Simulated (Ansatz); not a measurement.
SiO$_{2}$:
```
CELL_PARAMETERS angstrom
      2.82544     0.00000     0.00000
      0.00000     2.82544     0.00000
      0.00000     0.00000     8.18843
ATOMIC_POSITIONS crystal
  Si 0.00000 0.00000 0.00000
  Si 0.50000 0.50000 0.50000
  O  0.00000 0.50000 0.10205
  O  0.00000 0.50000 0.60205
  O  0.50000 0.00000 0.39795
  O  0.50000 0.00000 0.89795
```

Relaxed with r²SCAN. Special points in fractions of this cell's reciprocal vectors: Γ (0.000, 0.000, 0.000); X (0.000, 0.500, 0.000); M (0.500, 0.500, 0.000); Z (0.000, 0.000, 0.500); R (0.000, 0.500, 0.500); A (0.500, 0.500, 0.500).

Q: List the band energies nearest the valence-band maximum at these points for DFT-r²SCAN in the program Ansatz with PAW potentials.

A: In eV from the valence-band maximum; about four levels below and three above (degenerate sets whole), none deeper than 8.9 eV; points with the same levels are listed once.

```json
[
 {"k": "Γ", "below": "-0.57 -0.57 -0.37 -0.37", "above": "5.93 7.46 7.51"},
 {"k": "X", "below": "-0.67 -0.67 -0.35 -0.35", "above": "9.17 9.17 11.30 11.30"},
 {"k": "M", "below": "-2.18 -2.18 -0.71 -0.71", "above": "8.11 8.11 9.54 9.54"},
 {"k": "Z", "below": "-0.56 -0.56 -0.39 -0.39", "above": "6.67 6.67 7.86 7.86"},
 {"k": "R", "below": "-0.75 -0.75 -0.35 -0.35", "above": "9.20 9.20 11.51 11.51"},
 {"k": "A", "below": "-2.35 -2.35 -2.35 -2.35 -0.72 -0.72", "above": "8.78 8.78 8.78 8.78"}
]
```

Space group P4_2/nmc. The cell is a constructed one: a structure type filled with these elements; neither database checked (COD, Materials Project) lists it. It is not the phase usual at ambient conditions (space group No. 92, 152, 154). The r²SCAN relaxation kept the symmetry of its start; its stability against distortions is not shown here.

Potentials: the later of the program's two PAW sets.
